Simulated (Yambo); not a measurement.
**Convergence of the G0W0 gap of PbSe**

G0W0@PBEsol for PbSe (rock salt, space group Fm-3m, No. 225) in Yambo. Reference settings: 4×4×4 Γ-centred k mesh, bands 6 to 138 and a 10 Ry block in the screening, 138 bands in G with the Bruneval-Gonze terminator, plasmon pole fitted at 27.2 eV. The PBEsol gap L → L on this mesh is 0.30 eV; G0W0 gaps are taken between the same points.

```json
[
 {"change from the reference": "reference settings", "G0W0 gap L → L (eV)": "0.92", "shift of the valence edge (eV)": "-0.92", "rough Yambo cost": "1"},
 {"change from the reference": "49 bands in G", "G0W0 gap L → L (eV)": "0.91", "shift of the valence edge (eV)": "-0.88", "rough Yambo cost": "–"},
 {"change from the reference": "wavefunctions cut at 25 Ry", "G0W0 gap L → L (eV)": "0.91", "shift of the valence edge (eV)": "-0.83", "rough Yambo cost": "within a factor of two"},
 {"change from the reference": "no point-group symmetry", "G0W0 gap L → L (eV)": "0.92", "shift of the valence edge (eV)": "-0.89", "rough Yambo cost": "about 7×"},
 {"change from the reference": "49 bands in G, no terminator", "G0W0 gap L → L (eV)": "0.73", "shift of the valence edge (eV)": "-0.45", "rough Yambo cost": "–"},
 {"change from the reference": "no terminator", "G0W0 gap L → L (eV)": "0.89", "shift of the valence edge (eV)": "-0.85", "rough Yambo cost": "–"}
]
```

The reference isn't shown to be the converged limit. Costs are rough (shared machines), scaled to the same edge states, and given only for runs that recompute the screening.

Spin-orbit coupling is left out; with 6p states at a band edge it can lower the gap by many tenths of an eV, most of a small gap. So small a PBEsol gap in heavy elements may be inverted, where one-shot corrections to single bands mislead.

The standard potentials for Pb, Se keep a d shell in the valence without the s and p states of that shell. In tests on such compounds this moved G0W0 gaps by up to about 0.9 eV, so absolute quasiparticle energies here are unreliable; differences between settings are what counts.

Geometry of the Materials Project entry, not relaxed at this level; primitive cell a = b = c = 4.3711 Å, α = β = γ = 60.00°.

A shift is the quasiparticle energy of the state minus its PBEsol energy.
